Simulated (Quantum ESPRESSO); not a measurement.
GaN has the cubic space group F-43m (No. 216), the zinc blende structure, Pearson symbol cF8. Conventional cell: a = b = c = 4.4771 Å, α = β = γ = 90.00°. N on 4a has 4 Ga at 1.939 Å (tetrahedral). Ga on 4c is surrounded by 4 N at 1.939 Å (tetrahedral). (Neighbours: up to the widest gap in distance over summed covalent radii, below 1.35, at either atom; cation-cation contacts left out.)
(The calculation used a cell of 2 atoms; values per cell refer to that cell.)

The PBEsol cell relaxed from Materials Project entry mp-830 was given an isotropic strain of -0.5 % on all lattice vectors, and the atoms were relaxed again.

Q: What does PBE (stringent potentials; pw.x of Quantum ESPRESSO, ONCV potentials, no spin-orbit coupling) give for the electronic structure near the Fermi level?

A: The PBE gap is direct, 1.88 eV at Γ. Spin-orbit splittings are left out.

This is not the ordinary phase of the substance; no match was found in the copy of COD used, and its stability was not checked.
